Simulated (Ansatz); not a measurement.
**Sn₃Bi (Fm-3m), one atom moved along a line**

Method: DFT r2SCAN, scalar-relativistic, plane waves, PAW in Ansatz 0.2.0. The runs took a 500 eV cutoff, a Γ-centred 12×12×12 mesh and Gaussian smearing (0.15 eV). Spin–orbit coupling is left out, which can shift energies with elements as heavy as these. No spin polarisation. Energies are free energies at this smearing, counted from the undisturbed cell; pressure is positive in compression.

Reference structure (relaxed at this level; with this scan's settings it stands at -0.2 GPa; it needn't be the usual structure):

```
Sn Bi
1.0
     0.00000    3.84005    3.84005
     3.84005    0.00000    3.84005
     3.84005    3.84005    0.00000
Sn Bi
3 1
Direct
  0.00000 0.00000 0.00000
  0.25000 0.25000 0.25000
  0.75000 0.75000 0.75000
  0.50000 0.50000 0.50000
```

Atom 4 (Bi) is moved by x along the Cartesian unit vector (1.000, 0.000, 0.000); the cell and all other atoms stay fixed. The cell is metallic on the mesh throughout.

| x (Å) | ΔE (meV/cell) | force along x on the moved atoms (eV/Å) | pressure (GPa) |
| --- | --- | --- | --- |
| -0.1000 | 9.0 | 0.18 | -0.1 |
| -0.0333 | 1.0 | 0.06 | -0.2 |
| 0.0000 | 0.0 | 0.00 | -0.2 |
| 0.0667 | ? | -0.12 | ? |

**Question.** Give the withheld values.

**Answer.** ΔE (meV/cell) at x (Å) = 0.0667: 4.0; pressure (GPa) at x (Å) = 0.0667: -0.1.

Cost: 4 runs of about 5.6 core-minutes in all, on Intel Xeon Platinum 8488C (Sapphire Rapids) (shared hosts).